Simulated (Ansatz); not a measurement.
Relaxed-ion elastic tensor of BiTePd in space group P2_13 (No. 198; Bi on 4a, Te on 4a, Pd on 4a) in GPa (Voigt order), PBEsol in the plane-wave PAW code Ansatz; density 10.03 g/cm³, 24.46 Å³ per atom.

```json
[
 {"": "1", "1": "139", "2": "62.4", "3": "62.4", "4": "0.0", "5": "0.0", "6": "0.0"},
 {"": "2", "1": "62.4", "2": "139", "3": "62.4", "4": "0.0", "5": "0.0", "6": "0.0"},
 {"": "3", "1": "62.4", "2": "62.4", "3": "139", "4": "0.0", "5": "0.0", "6": "0.0"},
 {"": "4", "1": "0.0", "2": "0.0", "3": "0.0", "4": "26.6", "5": "0.0", "6": "0.0"},
 {"": "5", "1": "0.0", "2": "0.0", "3": "0.0", "4": "0.0", "5": "26.6", "6": "0.0"},
 {"": "6", "1": "0.0", "2": "0.0", "3": "0.0", "4": "0.0", "5": "0.0", "6": "26.6"}
]
```

**Question.** Is the crystal mechanically stable?

**Answer.** Yes: the smallest eigenvalue of C is 26.6 GPa.

**Question.** Work out the Voigt, Reuss and Hill averages.

**Answer.** K_V = 87.8, K_R = 87.8, K_H = 87.8; G_V = 31.2, G_R = 30.3, G_H = 30.8 GPa.

**Question.** Give Young's modulus, Poisson's ratio, Pugh's ratio and the universal anisotropy index.

**Answer.** E = 9KG/(3K + G) = 82.6 GPa; ν = 0.34; K/G = 2.85 (ductile by the Pugh limit of 1.75); A_U = 5G_V/G_R + K_V/K_R − 6 = 0.16.

**Question.** Estimate the sound speeds and the Debye temperature.

**Answer.** v_l = √((K + 4G/3)/ρ) = 3580 m/s, v_t = √(G/ρ) = 1750 m/s, mean 1970 m/s; Θ = (h/k)(3n/4πV)^(1/3) v_m = 202 K.

**Question.** Give the Zener ratio and Young's modulus along [100], [110] and [111].

**Answer.** A = 2C44/(C11 − C12) = 0.70; 1/E = S11 − 2(S11 − S12 − S44/2)Γ with Γ = 0, 1/4, 1/3 gives 99.9, 77.9, 72.6 GPa.

**Question.** Solve the Christoffel equation for the three sound speeds along [100], [110], [111].

**Answer.** Eigenvalues of C_ijkl n_j n_l equal ρv². In km/s, slowest first: [100] 1.63, 1.63, 3.72; [110] 1.63, 1.95, 3.56; [111] 1.85, 1.85, 3.51.

The first step of the workflow began from a Materials Project structure, measured or hypothetical; the Crystallography Open Database copy checked does not list it. Whether it is the stable phase at ambient conditions was not checked. Symmetry was held in the PBEsol relaxation; whether a distortion lowers the energy is not shown. The run is not spin-polarised. As this level gives no gap, shear constants depend on the k-mesh and smearing (Fermi–Dirac, 0.1 eV here). Scalar-relativistic: spin–orbit coupling is off unless named, which matters more the heavier the elements.

Potentials: the later of the program's two PAW sets.
